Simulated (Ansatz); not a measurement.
Relaxed-ion elastic tensor of SnMo₂N in space group P6_3/mmc (No. 194; Sn on 2d, Mo on 4f, N on 2a) in GPa (Voigt order), PBEsol in the plane-wave PAW code Ansatz; density 9.30 g/cm³, 14.48 Å³ per atom.

```json
[
 {"": "1", "1": "230", "2": "205", "3": "138", "4": "0.0", "5": "0.0", "6": "0.0"},
 {"": "2", "1": "205", "2": "230", "3": "138", "4": "0.0", "5": "0.0", "6": "0.0"},
 {"": "3", "1": "138", "2": "138", "3": "321", "4": "0.0", "5": "0.0", "6": "0.0"},
 {"": "4", "1": "0.0", "2": "0.0", "3": "0.0", "4": "52.7", "5": "0.0", "6": "0.0"},
 {"": "5", "1": "0.0", "2": "0.0", "3": "0.0", "4": "0.0", "5": "52.7", "6": "0.0"},
 {"": "6", "1": "0.0", "2": "0.0", "3": "0.0", "4": "0.0", "5": "0.0", "6": "12.8"}
]
```

### Question
Is the crystal mechanically stable?

### Answer
Yes: the smallest eigenvalue of C is 12.8 GPa.

### Question
Work out the Voigt, Reuss and Hill averages.

### Answer
K_V = 194, K_R = 193, K_H = 194; G_V = 43.8, G_R = 24.3, G_H = 34.1 GPa.

### Question
Give Young's modulus, Poisson's ratio, Pugh's ratio and the universal anisotropy index.

### Answer
E = 9KG/(3K + G) = 96.5 GPa; ν = 0.42; K/G = 5.69 (ductile by the Pugh limit of 1.75); A_U = 5G_V/G_R + K_V/K_R − 6 = 3.99.

### Question
Estimate the sound speeds and the Debye temperature.

### Answer
v_l = √((K + 4G/3)/ρ) = 5070 m/s, v_t = √(G/ρ) = 1910 m/s, mean 2170 m/s; Θ = (h/k)(3n/4πV)^(1/3) v_m = 265 K.

### Question
Solve the Christoffel equation for the three sound speeds along x, y, z.

### Answer
Eigenvalues of C_ijkl n_j n_l equal ρv². In km/s, slowest first: x 1.17, 2.38, 4.98; y 1.17, 2.38, 4.98; z 2.38, 2.38, 5.88.

### Question
How much does each axis shrink under pressure?

### Answer
Linear compressibilities β_i = Σ_j S_ij (j = 1 to 3): x 1.8, y 1.8, z 1.6 per TPa.

The start of the workflow was typed in or built on a structure type; neither database checked (COD, Materials Project) lists it. Whether it is the stable phase at ambient conditions was not checked. The PBEsol relaxation kept the symmetry of its start; its stability against distortions is not shown here. The workflow began spin-polarised and lost its moments. As this level gives no gap, shear constants depend on the k-mesh and smearing (Fermi–Dirac, 0.1 eV here). Spin–orbit coupling is left out wherever it is not named.

Potentials: the earlier of the program's two PAW sets. The files were generated under PBE; for other functionals the program regenerates the frozen cores, and for LDA and PBEsol the local potential too.
